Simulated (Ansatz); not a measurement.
WSe2 (P6_3/mmc) from a database structure, relaxed with r2SCAN+rVV10, was run in the PAW code Ansatz under altered settings. All numbers are computed, without spin polarisation but where a row says otherwise.

```yaml
crystal:
  lattice:
    - [3.29967, 0.00000, 0.00000]
    - [-1.64983, 2.85760, 0.00000]
    - [0.00000, 0.00000, 13.14853]
  atoms:
    - { symbol: W, position: [0.66667, 0.33333, 0.75000] }
    - { symbol: W, position: [0.33333, 0.66667, 0.25000] }
    - { symbol: Se, position: [0.33333, 0.66667, 0.87666] }
    - { symbol: Se, position: [0.66667, 0.33333, 0.37666] }
    - { symbol: Se, position: [0.33333, 0.66667, 0.62334] }
    - { symbol: Se, position: [0.66667, 0.33333, 0.12334] }
```

The base run's other keys:
```yaml
kpoints:
  mp_grid: { grid: [6, 6, 2] }
hamiltonian:
  xc: pbesol
scf:
  occupations: { method: fixed }
  n_extra_bands: 5
```

It takes 7 iterations with 2479 plane waves at 420 eV and 14 k points, and leaves a mean stress of -1.45 GPa. The gap over this mesh is 1.009 eV. It ran on 4 threads of Arm Neoverse N1, on a shared host.

Outcomes, with energy and stress as changes against the base:

| setting | outcome | ΔF (meV/atom) | Δ mean stress (GPa) | gap on the mesh (eV) | iterations | wall time |
| --- | --- | --- | --- | --- | --- | --- |
| scf.mixing.preconditioner: resta | converged | 0.0 | 0.00 | 1.009 | 7 | 2.2 s |
| scf.occupations: gaussian 0.2 | converged | 0.0 | 0.00 | 1.009 | 7 | 2.2 s |
| basis.ecutwfc: 600 | converged | -0.9 | -0.01 | 1.009 | 7 | 3.1 s |
| basis.ecutwfc: 300 | converged, warned | +35 | +0.10 | 1.009 | 7 | 1.7 s |
| scf.occupations: cold 0.5 | converged | 0.0 | 0.00 | 1.009 | 14 | 4.3 s |
| scf.convergence.dr2_threshold: 1e-12 | converged | 0.0 | 0.00 | 1.009 | 11 | 2.9 s |
| scf.occupations: tetrahedron | converged, warned | 0.0 | – | 1.009 | 7 | 2.2 s |
| basis.ecutrho_ratio: 8 | converged | 0.0 | 0.00 | 1.009 | 7 | 2.4 s |
| scf.occupations: methfessel_paxton 0.05 | converged | 0.0 | 0.00 | 1.009 | 7 | 2.2 s |
| crystal.symmetry.detect: false | converged | 0.0 | 0.00 | 1.009 | 7 | 8.6 s |
| scf.n_extra_bands: 5000 | refused | – | – | – | – | 0.18 s |

A dash marks a value that wasn't obtained or can't be compared. Stress is positive in compression. The base took 2.2 s.

- basis.ecutwfc: 300. 1489 plane waves in place of 2479. The free energy moves by +35 meV an atom, the mean stress by +0.10 GPa and the gap on the mesh by 0.000 eV (to 1.009). The basis is too small: these are errors of the cutoff. Warned: cutoff below recommended.
- scf.occupations: tetrahedron. Energy, stress and gap stay within 1 meV an atom, 0.1 GPa and 0.005 eV of the base. Warned: band table not solved further, tetrahedron derivatives may miss energy slope.
- scf.n_extra_bands: 5000. It is rejected at once. Error: inconsistent input (scf.n_extra_bands, basis.ecutwfc, kpoints): n_bands = 5046 exceeds the smallest per-k basis n_pw = 2388 (k-point 6, counted from 0 among those solved) — raise basis.ecutwfc or lower scf.n_extra_bands

Within 1 meV an atom, 0.1 GPa and 0.005 eV of the base stay: scf.mixing.preconditioner: resta; scf.occupations: gaussian 0.2; basis.ecutwfc: 600; scf.occupations: cold 0.5; scf.convergence.dr2_threshold: 1e-12; scf.occupations: tetrahedron; basis.ecutrho_ratio: 8; scf.occupations: methfessel_paxton 0.05; crystal.symmetry.detect: false.

Spin-orbit coupling is left out, which matters wherever the heavy atoms make up the band edges.
